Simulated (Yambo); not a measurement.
Input:

```
CELL_PARAMETERS angstrom
      3.74538     0.00000     0.00000
     -1.87269     3.24360     0.00000
      0.00000     0.00000     6.14500
ATOMIC_POSITIONS crystal
  Al 0.33333 0.66667 0.00005
  Al 0.66667 0.33333 0.50005
  P  0.33333 0.66667 0.37495
  P  0.66667 0.33333 0.87495
```

Workflow: PBEsol (pw.x of Quantum ESPRESSO, ONCV potentials, without SOC), then G0W0 in Yambo (6×6×2 Γ-centred k mesh, 179 bands and a 10 Ry block in the screening, 179 bands in G with the Bruneval-Gonze terminator, plasmon pole fitted at 27.2 eV).

**Question.** Give the PBEsol and G0W0 gaps between the band edges found on this mesh, and say where the edges lie.

**Answer.** Edges: Γ → M. PBEsol: 1.72 eV; G0W0: 2.74 eV. Convergence of the G0W0 settings was not tested. 

Geometry strained from the cell relaxed with PBEsol, atoms relaxed again.

This is not the ordinary phase of the substance; no match was found in the copy of COD used, and its stability was not checked.
